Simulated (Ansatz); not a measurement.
Values for one crystal, relaxed and computed with the program Ansatz at the r²SCAN level (PAW); other levels are named.

```yaml
volume_per_atom: 14.10 Å³
electronic_character: metallic (no gap)
Bulk modulus (Birch–Murnaghan fit): 93.1 GPa
Formation energy from the elements (no fitted shifts): -0.11 eV/atom
Pressure derivative B′: 4.7
Density of states at the Fermi level: 0.37 states/eV per atom (mean over ±0.08 eV)
```

Q: Pick the material that matches.
A) GdZnIn, P6_3/mmc (Gd on 2a, Zn on 2d, In on 2c)
B) AlAu, CsCl type
C) MnGa4, Im-3m (Mn on 2a, Ga on 8c)
D) MnZn, CsCl type

A: D, MnZn, CsCl type

Space group Pm-3m (CsCl type). The workflow started from an entry of the Crystallography Open Database (COD). Its standing as an ambient phase is unchecked. The r²SCAN relaxation kept the symmetry of its start, as lowered by the spin order; whether a distortion lowers the energy is not shown. Spin order of the final state: antiferromagnetic, chosen from 3 collinear starts compared on coarse meshes (ties went to the first, and starts can fall back to one state), not a proven ground state. The program gave a warning on the electronic state, which may not be the lowest. The references are the lowest solids computed at this level, not always the standard phases. The manganese reference at this level is a Cmcm phase, not α-Mn.

Potentials: the later of the program's two PAW sets.
